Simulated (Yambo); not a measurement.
```
AgI
1.0
    4.60220     0.00000     0.00000
   -2.30110     3.98562     0.00000
    0.00000     0.00000     7.35624
Ag I
2 2
Direct
  0.33333   0.66667   0.99947
  0.66667   0.33333   0.49947
  0.33333   0.66667   0.38043
  0.66667   0.33333   0.88043
```

AgI (wurtzite, space group P6_3mc, No. 186) under biaxial strain of +1 % along x and y, z relaxed: mean Im ε in 1 eV windows above the direct gap of 2.40 eV, for different electron-hole kernels (Yambo, broadening 0.15 eV, PBEsol (Quantum ESPRESSO, PseudoDojo norm-conserving, 82 Ry, no spin-orbit coupling) bands; 6×6×2 mesh, 16 valence and 5 conduction bands, static screening with 78 bands and a 4 Ry block, scissor 1.15 eV, Tamm-Dancoff; field along x).

| window (eV) | independent quasiparticles | BSE |
|---|---|---|
| 2.4 to 3.4 | 1.3 | 2.0 |
| 3.4 to 4.4 | 1.9 | 3.6 |
| 4.4 to 5.4 | 3.5 | 4.8 |
| 5.4 to 6.4 | 5.1 | 4.0 |
| 6.4 to 7.4 | 6.2 | 6.3 |

This run doesn't resolve bound excitons or single peaks, so only averages are given, and they too depend on the mesh; weight that the attraction moves below the gap isn't listed. All transitions below 7.44 eV are in the band window. The scissor comes from a G0W0 run whose convergence isn't established.

Without spin-orbit coupling, band edges of such heavy elements can be off by tenths of an eV.
